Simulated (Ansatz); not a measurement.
# CaGeO3: computed property card

CaGeO3:
```yaml
crystal:
  lattice:
    - [5.30459, 0.00000, 0.00000]
    - [0.00000, 7.45363, 0.00000]
    - [0.00000, 0.00000, 5.25974]
  atoms:
    - { symbol: Ca, position: [0.04083, 0.25000, 0.99126] }
    - { symbol: Ca, position: [0.95917, 0.75000, 0.00874] }
    - { symbol: Ca, position: [0.45917, 0.75000, 0.49126] }
    - { symbol: Ca, position: [0.54083, 0.25000, 0.50874] }
    - { symbol: Ge, position: [0.50000, 0.00000, 0.00000] }
    - { symbol: Ge, position: [0.00000, 0.00000, 0.50000] }
    - { symbol: Ge, position: [0.00000, 0.50000, 0.50000] }
    - { symbol: Ge, position: [0.50000, 0.50000, 0.00000] }
    - { symbol: O, position: [0.28831, 0.46158, 0.71044] }
    - { symbol: O, position: [0.71169, 0.53842, 0.28956] }
    - { symbol: O, position: [0.21169, 0.53842, 0.21044] }
    - { symbol: O, position: [0.78831, 0.46158, 0.78956] }
    - { symbol: O, position: [0.78831, 0.03842, 0.78956] }
    - { symbol: O, position: [0.21169, 0.96158, 0.21044] }
    - { symbol: O, position: [0.71169, 0.96158, 0.28956] }
    - { symbol: O, position: [0.28831, 0.03842, 0.71044] }
    - { symbol: O, position: [0.48491, 0.25000, 0.07375] }
    - { symbol: O, position: [0.51509, 0.75000, 0.92625] }
    - { symbol: O, position: [0.01509, 0.75000, 0.57375] }
    - { symbol: O, position: [0.98491, 0.25000, 0.42625] }
```

Space group Pnma (No. 62); conventional cell a = 5.3046 Å, b = 7.4536 Å, c = 5.2597 Å, α = 90.00°, β = 90.00°, γ = 90.00°.

Method: DFT-PBEsol in the program Ansatz with PAW potentials. Geometry: relaxed at this level of theory. Other levels are named where they apply.

### Cell and energy

Volume per atom: 10.40 Å³
Density: 5.13 g/cm³
Formation energy from the elements (no fitted shifts): -2.32 eV/atom

### Electronic structure

- Band gap: 2.34 eV (indirect)
- Valence-band maximum: at U (k = 0.500, 0.000, 0.500 in fractions of the reciprocal vectors)
- Conduction-band minimum: at Γ
- Smallest direct gap on the standard path: 2.46 eV
- Electron effective mass: 0.46, 0.60, 0.75 mₑ (principal values)
- Electron effective mass with spin–orbit coupling: 0.46, 0.60, 0.75 mₑ (principal values)
- HSE06 gap on the PBEsol cell: 3.91 eV
- Gap with spin–orbit coupling: 2.35 eV

### Mechanics

Bulk modulus (Birch–Murnaghan fit): 184 GPa
Pressure derivative B′: 4.7
Elastic constants (relaxed ions, GPa): C11 = 311, C22 = 314, C33 = 316, C12 = 116, C13 = 112, C23 = 131, C44 = 118, C55 = 92.1, C66 = 136
Mechanical stability: stable (all eigenvalues of C positive)
Hill bulk and shear moduli: 184 and 107 GPa
Young's modulus: 269 GPa
Poisson's ratio: 0.26
Debye temperature from the elastic constants: 692 K

### Phonons

- Highest zone-centre frequency (without LO–TO term) = 751 cm^-1
- Zone-centre stability = no imaginary mode at Γ
- Dynamical stability on the path = stable (no imaginary branch)
- Zero-point energy = 65.8 meV/atom
- Vibrational entropy at 300 K = 18.0 J/(K·mol of atoms)

The workflow started from a Materials Project entry (that database holds measured and hypothetical structures alike); the Crystallography Open Database files this formula in space group No. 62, but the cells were not matched. Whether it is the stable phase at ambient conditions was not checked. The cell was relaxed with PBEsol under the symmetry of its start. The references are the lowest solids computed at this level, not always the standard phases (solids in place of the gases). Spin–orbit coupling is left out wherever it is not named.

Potentials: the later of the program's two PAW sets.
